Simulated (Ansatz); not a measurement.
TiBO3:
```
CELL_PARAMETERS angstrom
      2.34046     1.35127     4.87513
     -2.34046     1.35127     4.87513
      0.00000    -2.70253     4.87513
ATOMIC_POSITIONS crystal
  O  0.45568 0.75000 0.04432
  O  0.04432 0.45568 0.75000
  O  0.75000 0.04432 0.45568
  O  0.54432 0.25000 0.95568
  O  0.95568 0.54432 0.25000
  O  0.25000 0.95568 0.54432
  Ti 0.50000 0.50000 0.50000
  Ti 0.00000 0.00000 0.00000
  B  0.75000 0.75000 0.75000
  B  0.25000 0.25000 0.25000
```

Relaxed with r²SCAN.

Q: Give the Bader charges and basin volumes of the independent atoms, r²SCAN in the plane-wave PAW code Ansatz.

A: 

```json
[
 {"atom": "O1", "Bader charge (e)": "-1.51", "Bader volume (Å³)": "12.2"},
 {"atom": "Ti7", "Bader charge (e)": "+2.11", "Bader volume (Å³)": "8.1"},
 {"atom": "B9", "Bader charge (e)": "+2.42", "Bader volume (Å³)": "1.5"}
]
```

Space group R-3c. The workflow started from an entry of the Crystallography Open Database (COD). Its standing as an ambient phase is unchecked. Symmetry was held in the r²SCAN relaxation; its stability against distortions is not shown here. The run is not spin-polarised.

Potentials: the later of the program's two PAW sets.
